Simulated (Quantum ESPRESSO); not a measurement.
# Where does O sit best among Se sites?

These are calculations, not measurements. They come from pw.x of Quantum ESPRESSO 7.5, a plane-wave density functional program, with PseudoDojo standard norm-conserving files (v0.5 for PBE, v0.4.1 for LDA and PBEsol). The cells are made up: elements, strain and atom displacements were drawn at random, and nothing was relaxed. There is no spin polarisation, spin-orbit coupling or dispersion term.

The cell has 8 sites of a zincblende or diamond lattice. Sites 1 to 4 hold Mg Mg Mg Mg; sites 5 to 8 hold X X X X. Cell vectors in Å: (5.987, 0.000, 0.000); (0.000, 5.987, 0.000); (0.000, 0.000, 5.987). Settings: PBE, cutoff 1170 eV, 4 x 4 x 4 k mesh shifted by half a step, Fermi-Dirac smearing of 0.025 eV.

In each run one of the sites marked X holds O and the others hold Se; cell and positions stay the same. E is the free energy of the cell.

| site of the guest | first shell | mean distance (Å) | E above the lowest (eV) | P (GPa) | force on the guest (eV/Å) |
| --- | --- | --- | --- | --- | --- |
| 5 | Mg4 | 2.552 | 0.000 | -4.74 | 0.255 |
| 6 | Mg4 | 2.647 | 0.592 | -3.76 | 0.378 |
| 7 | Mg4 | 2.587 | 0.240 | -4.35 | 0.166 |
| 8 | Mg4 | 2.591 | 0.293 | -4.27 | 0.238 |

A rerun of one of these cells at 1467 eV and k mesh 6 x 6 x 6 moved values by no more than 0.003 eV in the cell's energy, 0.02 GPa in stress and 0.011 eV/Å in force.

## Reading the table

Site 5 is lowest, by 0.240 eV, over three times the rerun's bound. A straight line of energy against the mean distance has a slope of 6.2 ± 0.5 eV/Å, so the guest costs less on the tighter sites. The positions are random and not relaxed, so the differences hold for this frozen cell and are not site preferences of a real crystal.